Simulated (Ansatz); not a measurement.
Consider the following.

NaH:
```cif
data_H4Na4
_chemical_formula_sum 'Na4 H4'
_space_group_name_H-M_alt 'Fm-3m'
_space_group_IT_number 225
_space_group_name_Hall '-F 4 2 3'
_cell_length_a 4.79466
_cell_length_b 4.79466
_cell_length_c 4.79466
_cell_angle_alpha 90.000
_cell_angle_beta 90.000
_cell_angle_gamma 90.000
loop_
_atom_site_label
_atom_site_type_symbol
_atom_site_symmetry_multiplicity
_atom_site_Wyckoff_symbol
_atom_site_fract_x
_atom_site_fract_y
_atom_site_fract_z
_atom_site_occupancy
Na1 Na 4 a 0.00000 0.00000 0.00000 1
H1 H 4 b 0.50000 0.50000 0.50000 1
```
(The calculation used a cell of 2 atoms; values per cell refer to that cell.)

This is the r²SCAN-relaxed structure.

Problem. All from DFT-r²SCAN in the program Ansatz with PAW potentials, unless another level is named. Predict the electronic dielectric constant ε∞ (DFPT).

Solution. 2.88.

Problem. And the static dielectric constant ε0 (ions relaxed, cell fixed)?

Solution. 8.57.

Problem. And the Born charges (a third of the trace)?

Solution. Na +0.95, H -0.95 e.

Problem. And the Bader charges?

Solution. Na +0.83, H -0.83 e.

The cell was relaxed with r²SCAN under the symmetry of its start; phonons on a q-mesh show no instability.

Potentials: the later of the program's two PAW sets.
